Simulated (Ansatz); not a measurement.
A geometry of NbRu away from equilibrium: step 12 of the relaxation of a generated cell, NbRu built in the AFLOW prototype AB_tP4_131_c_e (B17, as in PtS). Calculation: PBE (plane waves to 420 eV, PAW, scalar-relativistic; Ansatz, a first-principles code). Γ-centred k-mesh 9×9×7 on the run's cell (coarser than for final values), Fermi–Dirac smearing 0.05 eV.

```xyz
4
Lattice="3.6060 0.0000 0.0000 0.0000 3.6060 0.0000 0.0000 0.0000 6.2686" Properties=species:S:1:pos:R:3:forces:R:3 pbc="T T T" free_energy=-20856.832 pressure_GPa=9.8
Ru     0.0000     1.8030     0.0000    0.0000    0.0000    0.0000
Ru     1.8030     0.0000     3.1343    0.0000    0.0000    0.0000
Nb     0.0000     0.0000     1.5671    0.0000    0.0000    0.0000
Nb     0.0000     0.0000     4.7014    0.0000    0.0000    0.0000
```

Positions in Å, forces in eV/Å, free energy of the cell in eV (comparable only within this code, potentials and settings). Largest force: all forces are below 0.005 eV/Å; the geometry lies 0.64 eV/atom above the end of its relaxation.

No spin polarisation in the result.

The run could not lose the symmetry of its start: the end is stationary, and may be a saddle point rather than a minimum.

All atoms sit on sites fixed by symmetry, so only the cell could relax.

The end of the path is a generated cell of NbRu: the first start was made by placing the elements on the sites of a structure type, and the end was not matched to a known phase here, so it may be hypothetical.
